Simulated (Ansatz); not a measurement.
The relaxed structure here is a generated cell of V: the first start was made by placing the elements on the sites of a structure type, and the end was not matched to a known phase here, so it may be hypothetical. Known forms of V include space group No. 229.

One stationary structure of V. Space group P6/mmm (No. 191). Computed with PBE (plane waves to 420 eV, PAW, scalar-relativistic; Ansatz, a quantum-chemistry and plane-wave program).

```cif
data_V3
_chemical_formula_sum 'V3'
_space_group_name_H-M_alt 'P 1'
_space_group_IT_number 1
_cell_length_a 4.45348
_cell_length_b 4.45348
_cell_length_c 2.38416
_cell_angle_alpha 90.000
_cell_angle_beta 90.000
_cell_angle_gamma 120.000
loop_
_space_group_symop_operation_xyz
  'x, y, z'
loop_
_atom_site_label
_atom_site_type_symbol
_atom_site_fract_x
_atom_site_fract_y
_atom_site_fract_z
_atom_site_occupancy
V1 V 0.00000 0.00000 0.00000 1
V2 V 0.33333 0.66667 0.50000 1
V3 V 0.66667 0.33333 0.50000 1
```

Task: Estimate the magnetic moment that PBE returns for this input.

Result: Zero (the starting moments vanished).

No spin polarisation in the result: the starting moments vanished.

The run could not lose the symmetry of its start: the end is stationary, and may be a saddle point rather than a minimum.

All atoms sit on sites fixed by symmetry, so only the cell could relax.
